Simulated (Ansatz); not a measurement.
A distorted cell of PbSe (rock salt):

```xyz
2
Lattice="0.0000 3.1089 3.1089 3.1089 0.0000 3.1089 3.1089 3.1089 0.0000" Properties=species:S:1:pos:R:3 pbc="T T T"
Se     0.0000     0.0000     0.0000
Pb     2.9229     3.1089     3.1089
```

Calculation: PBE (plane waves to 420 eV, PAW, scalar-relativistic; Ansatz, an electronic-structure program). k mesh 8×8×8 (Γ-centred), Fermi-Dirac smearing 0.05 eV. E stands for the smeared free energy. Compression counts positive. PbSe was relaxed with its symmetry unable to fall. Spin-orbit coupling is left out, though Pb is heavy.

Task: Predict the force on every atom, in eV/Å.

Result: 
```csv
atom,Fx,Fy,Fz
Se1,-0.111,0.000,0.000
Pb2,0.111,0.000,0.000
```

Task: What is the stress tensor (GPa)?

Result: 
```
   1.22     0.00     0.00
   0.00     0.03     0.00
   0.00     0.00     0.03
```
The pressure, a third of the trace, is 0.43 GPa.

Task: In it atom 2 sits (-0.186, 0.000, 0.000) Å away from its relaxed site. What is its energy relative to the relaxed cell?

Result: 6.5 meV/cell.

(A displaced cell: forces are minus the slopes of the energy, force constants its curvatures, and phonons follow from these.)
